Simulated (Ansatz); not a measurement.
BeAg (CsCl type, Pm-3m), PBEsol (plane waves, PAW; program Ansatz), all energies at zero smearing, with the estimated change up to a 700 eV cutoff added, with one set of potentials and settings (totals compare only within such a set). Cell of 2 atoms (1 Be, 1 Ag): -7612.477 eV.

| element | reference phase | E (eV/atom) |
|---|---|---|
| Be | P6_3/mmc, 2 atoms in the cell | -90.3485 |
| Ag | P6_3/mmc, 4 atoms in the cell | -7522.3024 |

Formation energy per atom, worked out: (-7612.477 − 1×(-90.3485) − 1×(-7522.3024))/2 = 0.087 eV/atom (8 kJ per mol of atoms), at 0 K, without zero-point energy or fitted corrections.

The start of the workflow was typed in or built on a structure type; neither database checked (COD, Materials Project) lists it. Whether it is the stable phase at ambient conditions was not checked. Symmetry was held in the PBEsol relaxation; whether a distortion lowers the energy is not shown. The run is not spin-polarised. The references are the lowest solids computed at this level, not always the standard phases.

Potentials: the earlier of the program's two PAW sets. The files were generated under PBE; for other functionals the program regenerates the frozen cores, and for LDA and PBEsol the local potential too.
